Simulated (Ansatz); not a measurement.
Fluorite PbF2, relaxed with r2SCAN, was run in Ansatz under altered settings. All numbers are computed, without spin polarisation but where a row says otherwise.

```xyz
3
Lattice="0.0000 2.9604 2.9604 2.9604 0.0000 2.9604 2.9604 2.9604 0.0000" Properties=species:S:1:pos:R:3 pbc="T T T"
Pb    0.0000    0.0000    0.0000
F     1.4802    1.4802    1.4802
F     4.4407    4.4407    4.4407
```

The base run's other keys:
```yaml
kpoints:
  mp_grid: { grid: [6, 6, 6] }
hamiltonian:
  xc: pbe
scf:
  occupations: { method: fixed }
  n_extra_bands: 4
```

It takes 6 iterations with 965 plane waves at 420 eV and 16 k points, and leaves a mean stress of +2.94 GPa. The gap over this mesh is 4.442 eV.

Outcomes, with energy and stress as changes against the base:
```tsv
setting	outcome	ΔF (meV/atom)	Δ mean stress (GPa)	gap on the mesh (eV)	iterations
hamiltonian.dispersion: d2	refused	–	–	–	–
scf.occupations: cold 4	converged	+1120	-7.16	4.515	6
scf.convergence.dr2_threshold: 1.0	converged, warned	0.0	0.0	4.442	6
hamiltonian.dispersion: d4	converged, warned	-182	+1.13	4.442	6
scf.occupations: gaussian 0.5	converged	0.0	0.00	4.442	6
scf.mixing.beta: 1.9	refused	–	–	–	–
kpoints.mp_grid.grid: [2, 4, 6]	converged, warned	+4.3	+0.08	4.434	6
scf.max_iter: 2	not converged	–	–	–	2
scf.occupations: methfessel_paxton 0.5	converged	0.0	0.00	4.442	6
scf.max_iter: 1	not converged	–	–	–	1
kpoints.mp_grid.grid: [1, 1, 1]	converged	+167	+2.24	7.965	7
hamiltonian.xc: r2scan (cutoff then 500 eV)	converged	–	-2.93	4.962	7
hamiltonian.xc: b3pw	refused	–	–	–	–
```
A dash marks a value that wasn't obtained or can't be compared. Stress is positive in compression. Its mean hides that meshes of lower symmetry stress the axes unequally.

- hamiltonian.dispersion: d2. It is rejected at once. Error: YAML parse error: line 14 column 15: hamiltonian.dispersion: `d2` is not `none`, `rvv10`, `d3bj`, `d3bjatm`, `d4` or a map `{method: …, s8: …, a1: …, a2_bohr: …}` (numbers without units, a2 in bohr) or `{method: …, functional: …}`
- scf.occupations: cold 4. The free energy moves by +1120 meV an atom, the mean stress by -7.16 GPa and the gap on the mesh by +0.073 eV (to 4.515). The term −TS is +1386 meV an atom, of a sign that arises since this scheme's broadening is partly negative. A width of 4 eV moves electrons across a gap of 4.44 eV: this is no longer the ground state.
- scf.convergence.dr2_threshold: 1.0. It converges in 6 iterations, as the base does. Even so loose a threshold leaves the results unchanged here, which can't be counted on. Warned: force scf threshold loose, stress scf threshold loose.
- hamiltonian.dispersion: d4. The free energy moves by -182 meV an atom, the mean stress by +1.13 GPa and the gap on the mesh by 0.000 eV (to 4.442). A pairwise correction adds to energy, forces and stress and leaves the bands alone. Warned: dispersion switch in reach.
- scf.mixing.beta: 1.9. The input is refused before any iteration. Error: invalid value for `scf.mixing.beta`: must be finite and in (0, 1]; got 1.9
- kpoints.mp_grid.grid: [2, 4, 6]. The free energy moves by +4.3 meV an atom, the mean stress by +0.08 GPa and the gap on the mesh by -0.008 eV (to 4.434). The mesh breaks the crystal's symmetry, so the stress, and any force that symmetry no longer fixes, lose it too. The mesh is too coarse. Warned: symmetry narrowed by mesh.
- scf.max_iter: 2. The calculation stopped without meeting its thresholds. It stopped after 2 iterations; the base needs 6. Nothing that it printed is a property of the solid. Error: did not converge after 2 iterations: dr2 = 1.08e-5 (threshold 1.00e-7), under the density mixer `msr1`, which `scf.mixing.algorithm: auto` chose by the deck's other keys (type `scf.mixing.algorithm: msr1` to keep it) […]
- scf.max_iter: 1. The run did not converge. It stopped after 1 iteration; the base needs 6. Nothing that it printed is a property of the solid. Error: did not converge after 1 iteration: dr2 = 3.42e-5 (threshold 1.00e-7), under the density mixer `msr1`, which `scf.mixing.algorithm: auto` chose by the deck's other keys (type `scf.mixing.algorithm: msr1` to keep it) […]
- kpoints.mp_grid.grid: [1, 1, 1]. The free energy moves by +167 meV an atom, the mean stress by +2.24 GPa and the gap on the mesh by +3.523 eV (to 7.965). The gap changes mostly because other points are sampled; a mesh that misses a band edge overestimates it. The mesh is too coarse.
- hamiltonian.xc: r2scan. The cutoff follows the functional, from 420 to 500 eV. The mean stress moves by -2.93 GPa and the gap on the mesh by +0.520 eV (to 4.962). It's another functional on the same cell, so totals aren't comparable.
- hamiltonian.xc: b3pw. It is rejected at once. Error: YAML parse error: line 13 column 7: hamiltonian.xc: unknown variant `b3pw`, expected one of […]

Within 1 meV an atom, 0.1 GPa and 0.005 eV of the base stay: scf.convergence.dr2_threshold: 1.0; scf.occupations: gaussian 0.5; scf.occupations: methfessel_paxton 0.5.

Spin-orbit coupling is left out; in compounds of Pb, Bi, Tl or Hg it can lower a gap by up to about 1 eV, split its edges or invert the bands.
